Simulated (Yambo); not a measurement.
Yambo run on Rh2O3 (corundum, space group R-3c, No. 167). The wavefunctions come from this Quantum ESPRESSO step (PBEsol, PseudoDojo standard norm-conserving files, scalar-relativistic):

```
&CONTROL
  calculation = 'nscf'
  pseudo_dir = './pseudo'
  outdir = './out'
/
&SYSTEM
  ibrav = 0
  nat = 10
  ntyp = 2
  ecutwfc = 88.0
  ecutrho = 352.0
  occupations = 'fixed'
  force_symmorphic = .true.
  nbnd = 187
/
&ELECTRONS
  conv_thr = 1e-08
  diago_full_acc = .true.
  diago_thr_init = 1e-08
/
ATOMIC_SPECIES
O 15.9990 O.upf
Rh 102.9055 Rh.upf
CELL_PARAMETERS angstrom
  2.571609962000   1.484719704000   4.629163000000
 -2.571609962000   1.484719704000   4.629163000000
  0.000000000000  -2.969439407000   4.629163000000
ATOMIC_POSITIONS crystal
O   0.049860000000   0.450140000000   0.750000000000
O   0.950140000000   0.549860000000   0.250000000000
O   0.750000000000   0.049860000000   0.450140000000
O   0.250000000000   0.950140000000   0.549860000000
O   0.450140000000   0.750000000000   0.049860000000
O   0.549860000000   0.250000000000   0.950140000000
Rh   0.849190000000   0.849190000000   0.849190000000
Rh   0.150810000000   0.150810000000   0.150810000000
Rh   0.650810000000   0.650810000000   0.650810000000
Rh   0.349190000000   0.349190000000   0.349190000000
K_POINTS automatic
2 2 2 0 0 0
```

Yambo input:

```
rim_cut
gw0
dyson
el_el_corr
HF_and_locXC
ppa
em1d
RandQpts= 1000000
RandGvec= 1 Ry
EXXRLvcs= 88 Ry
VXCRLvcs= 352 Ry
Chimod= "HARTREE"
% BndsRnXp
 17 | 185 |
%
NGsBlkXp= 7 Ry
% LongDrXp
 1.0 | 1.0 | 1.0 |
%
PPAPntXp= 27.2114 eV
% GbndRnge
 1 | 185 |
%
GTermKind= "BG"
DysSolver= "n"
ExtendOut
% QPkrange
 1 | 1 | 52 | 53 |
 2 | 2 | 52 | 53 |
 3 | 3 | 52 | 53 |
 4 | 4 | 52 | 53 |
%
```

k points by index: 1 = Γ, 2 = L, 3 = F, 4 = Z.

The o-*.qp file then holds:

```
#    K-point    Band    Eo [eV]    E [eV]    E-Eo [eV]    Vxc [eV]    Vnlxc [eV]    Sc|Eo [eV]    Sc|E [eV]    dSc/dw|Eo [eV]    Re(Z)    Im(Z)
#
    1    52    0.000000    0.265576    0.265576    -22.97039    -27.94451    5.319621    5.239697    -8.193065    0.768584    -0.001365
    1    53    0.818600    1.607909    0.789309    -23.28781    -19.27618    -2.986572    -3.222324    -8.126508    0.770030    -0.001699
    2    52    -0.611753    -0.328143    0.283610    -22.82699    -27.55578    5.098464    5.012397    -8.262102    0.767087    -0.001639
    2    53    1.434215    2.229111    0.794897    -22.10740    -17.35687    -3.722184    -3.955632    -7.990551    0.773006    -0.001367
    3    52    -0.319066    -0.064904    0.254162    -22.85746    -27.83753    5.310839    5.234234    -8.205633    0.768311    -0.001354
    3    53    0.540716    1.319651    0.778934    -23.17718    -18.93188    -3.237712    -3.466365    -7.987006    0.773084    -0.001315
    4    52    -1.001228    -0.774189    0.227038    -21.64719    -26.54969    5.198123    5.129543    -8.232026    0.767724    -0.003644
    4    53    1.511448    2.336900    0.825452    -23.07329    -18.23080    -3.769633    -4.017041    -8.154720    0.769416    -0.001654
```
(The two width columns are left out.) Convergence of these settings isn't established.

Spin-orbit coupling is not included.

Geometry of the Materials Project entry, not relaxed at this level.
